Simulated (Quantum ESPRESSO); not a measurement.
# Band energies of MoTe$_{2}$

```xyz
6
Lattice="3.4963 0.0000 0.0000 -1.7482 3.0279 0.0000 0.0000 0.0000 13.6896" Properties=species:S:1:pos:R:3 pbc="T T T"
Mo     0.0000     2.0186     3.4224
Mo     1.7482     1.0093    10.2672
Te     0.0000     2.0186     8.4495
Te     1.7482     1.0093     5.2400
Te     1.7482     1.0093     1.6047
Te     0.0000     2.0186    12.0848
```

PBE (Quantum ESPRESSO, PseudoDojo norm-conserving, 82 Ry, without SOC); path ΓMKΓALHA,LM,KH; energies in eV from the valence-band maximum.

```csv
k (1/Å),point,band 42,band 43,band 44,band 45,band 46,band 47,band 48,band 49
0.00,Γ,-1.06,-1.01,-1.01,-0.17,0.00,2.86,2.86,3.05
0.21,,-1.19,-1.15,-1.07,-0.17,-0.02,2.41,2.46,2.52
0.62,,-1.33,-1.19,-1.11,-1.03,-0.87,1.03,1.54,1.70
1.04,M,-1.90,-1.11,-1.03,-0.66,-0.26,1.26,1.33,1.40
1.44,,-2.76,-1.99,-1.69,-0.53,-0.21,1.08,1.20,1.22
1.64,K,-3.15,-1.87,-1.87,-0.39,-0.09,0.94,0.99,0.99
1.81,,-2.91,-1.93,-1.67,-0.53,-0.24,0.99,1.08,1.24
2.15,,-2.03,-1.21,-1.20,-0.79,-0.60,0.59,1.46,1.48
2.49,,-1.53,-1.10,-1.06,-0.47,-0.15,1.75,1.95,2.12
2.83,Γ,-1.06,-1.01,-1.01,-0.17,0.00,2.86,2.86,3.05
2.83,A,-1.04,-1.04,-1.04,-0.04,-0.04,2.90,2.90,2.90
3.01,,-1.17,-1.09,-1.09,-0.09,-0.09,2.52,2.52,2.79
3.35,,-1.54,-1.16,-1.16,-0.95,-0.95,1.43,1.43,1.94
3.70,,-2.02,-1.12,-1.12,-0.55,-0.55,1.34,1.34,1.49
3.87,L,-2.06,-1.05,-1.05,-0.46,-0.46,1.29,1.29,1.63
4.07,,-2.05,-1.69,-1.69,-0.46,-0.46,1.31,1.31,1.68
4.47,H,-2.71,-2.10,-2.10,-0.28,-0.28,1.00,1.00,1.50
4.77,,-2.70,-1.79,-1.79,-0.56,-0.56,1.16,1.16,1.58
5.07,,-1.73,-1.17,-1.17,-0.75,-0.75,1.03,1.03,1.70
5.37,,-1.50,-1.10,-1.10,-0.27,-0.27,2.06,2.06,2.26
5.67,A,-1.04,-1.04,-1.04,-0.04,-0.04,2.90,2.90,2.90
5.67,L,-2.06,-1.05,-1.05,-0.46,-0.46,1.29,1.29,1.63
5.90,M,-1.90,-1.11,-1.03,-0.66,-0.26,1.26,1.33,1.40
5.90,K,-3.15,-1.87,-1.87,-0.39,-0.09,0.94,0.99,0.99
6.13,H,-2.71,-2.10,-2.10,-0.28,-0.28,1.00,1.00,1.50
```

The PBE gap is indirect, 0.59 eV, from Γ to 43 % of the way from K to Γ; the smallest direct gap is 1.03 eV.

Without spin-orbit coupling, band edges of such heavy elements can be off by tenths of an eV.

Geometry relaxed with PBE+D3(BJ).
